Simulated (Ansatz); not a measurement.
Computed with DFT PBE, scalar-relativistic, plane waves, PAW in Ansatz 0.2.0. All cells share a 420 eV cutoff and Γ-centred k meshes spaced at most about 0.3 Å⁻¹ (about 0.25 or finer for metals, 2π included). No spin polarisation in the final relaxations.

These are static total energies at zero pressure. All come from trial cells, and lower structures may exist.

Task: Order these relaxed structures of Li3SiN2 by energy, lowest first, with the energy over the lowest of them.
A.

```xyz
6
Lattice="3.5516 0.0000 0.0000 0.0000 3.5516 0.0000 0.0000 0.0000 8.7191" Properties=species:S:1:pos:R:3 pbc="T T T"
Li    1.7758    1.7758    5.4563
Li    1.7758    1.7758    3.2629
Li    1.7758    1.7758    0.0000
Si    0.0000    0.0000    4.3596
N     0.0000    1.7758    4.3596
N     1.7758    0.0000    4.3596
```

B.

```xyz
12
Lattice="3.7381 0.0000 0.0000 -1.8336 5.0719 0.0000 -0.0288 -2.7299 7.6151" Properties=species:S:1:pos:R:3 pbc="T T T"
Li    3.1073   -1.2049    6.2536
Li    3.0951    0.2191    2.5514
Li   -0.6029    2.8856    5.1823
Li   -0.6009    3.8543    1.9059
Li    1.2188    1.6061    7.3451
Li    1.2688    3.2354    3.5644
Si    1.2436    0.5093    5.0503
Si    1.2859    1.9944    0.6160
N     1.2654    2.1550    5.3196
N     1.2686    3.4023    1.5255
N     1.2355   -0.4621    6.4998
N     1.2278   -0.4358    3.6844
```

C.

```xyz
6
Lattice="3.0597 0.0000 0.0000 0.0000 3.0597 0.0000 0.0000 0.0000 7.1146" Properties=species:S:1:pos:R:3 pbc="T T T"
Li    0.0000    0.0000    5.7087
Li    0.0000    0.0000    1.4059
Li    0.0000    0.0000    3.5573
Si    1.5298    1.5298    0.0000
N     1.5298    1.5298    1.6855
N     1.5298    1.5298    5.4290
```

D.

```xyz
6
Lattice="3.2025 0.0000 0.0000 0.0000 3.2025 0.0000 0.0000 0.0000 5.0683" Properties=species:S:1:pos:R:3 pbc="T T T"
Li    1.6012    0.0000    0.0434
Li    0.0000    1.6012    0.0434
Li    0.0000    0.0000    1.8161
Si    1.6012    1.6012    3.0989
N     1.6012    1.6012    1.3966
N     0.0000    0.0000    3.7382
```

Result: B (0 meV/atom), D (334 meV/atom), A (504 meV/atom), C (593 meV/atom). Forms: B P1; D P4mm; A P4/mmm; C P4/mmm. Counting N atoms around Li and Si (those within 1.25 times the shortest such distance or 1.15 times the sum of covalent radii; a plus sign parts nearer from farther groups; the shortest distance is added where it exceeds 1.18 times the sum of covalent radii; a slash parts the counts of unlike sites): B has Li 3/2+2/4, Si 2/3; D has Li 4/1+4, Si 1; A has Li 4/8 from 4.7 Å, Si 4; C has Li 4/8 from 2.9 Å, Si 2.

Weakly bound directions are ill-defined at this level, which has no dispersion term (P4/mmm at 18.3 Å³/atom), and this can change margins and order among such cells. In P4mm, P4/mmm at 18.3 Å³/atom, P4/mmm at 11.1 Å³/atom an odd number of electrons in the primitive cell allows no gap without spin; a larger cell or a magnetic state could open one. A magnetic state wasn't ruled out in cells without spin, among them P4/mmm at 11.1 Å³/atom. Cells relaxed within their symmetry can be saddle points. Some types were kept out of the candidates beforehand, so the set may lack a known form.
